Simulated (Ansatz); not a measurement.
Relaxed Zr (hcp, Mg type):

```xyz
4
Lattice="6.4920 0.0000 0.0000 -1.6230 2.8111 0.0000 0.0000 0.0000 5.1507" Properties=species:S:1:pos:R:3 pbc="T T T"
Zr     0.0000     1.8741     3.8630
Zr     3.2460     1.8741     3.8630
Zr     1.6230     0.9370     1.2877
Zr     4.8690     0.9370     1.2877
```

A phonon eigenvector at M = (0.5, 0.0, 0.0) is frozen into this cell: atom i moves by Q times the vector below, so Q is the largest atomic displacement, in Å. The cell is held. (q is in reciprocal vectors of the primitive cell; the cell shown is doubled to hold the pattern.)

```json
[
 {"atom": "Zr1", "x": "0.000", "y": "0.000", "z": "1.000"},
 {"atom": "Zr2", "x": "0.000", "y": "0.000", "z": "-1.000"},
 {"atom": "Zr3", "x": "0.000", "y": "0.000", "z": "-1.000"},
 {"atom": "Zr4", "x": "0.000", "y": "0.000", "z": "1.000"}
]
```

These are r2SCAN (plane waves to 500 eV, PAW, scalar-relativistic; Ansatz, an electronic-structure program) values and carry that method's errors. k mesh 8×16×9 (Γ-centred), Fermi-Dirac smearing 0.05 eV. Energies are smeared free energies. With partly filled bands, energies and forces of such displacements shift with the k mesh and the smearing. Zr is run without spin polarisation. Zr was relaxed with its symmetry unable to fall. The zero of ΔE is the undisplaced structure. The last digit holds for this mesh only.

```
Q (Å)    ΔE (meV/cell)
-------  -------------
-0.1000          174.8
-0.0833          120.2
-0.0667       withheld
-0.0500           42.5
-0.0333           18.8
-0.0167            4.7
0.0000             0.0
0.0167             4.7
0.0333            18.8
0.0500            42.5
0.0667        withheld
0.0833           120.2
0.1000           174.8
```

Question: Fit an even polynomial form (powers 2, 4) to the given rows and predict ΔE at Q = -0.0667.

Answer: Least squares on the 11 given rows: ΔE = (16900)·Q² + (58290)·Q⁴, in meV/cell with Q in Å; root-mean-square residual 0.07 meV/cell. At -0.0667 the fit gives 76.3 meV/cell; the calculation gives 76.2 meV/cell, so the interpolation is off by 0.1 (+0.1 %). The quadratic term alone would give 75.2 meV/cell.

(A displaced cell: forces are minus the slopes of the energy, force constants its curvatures, and phonons follow from these.)
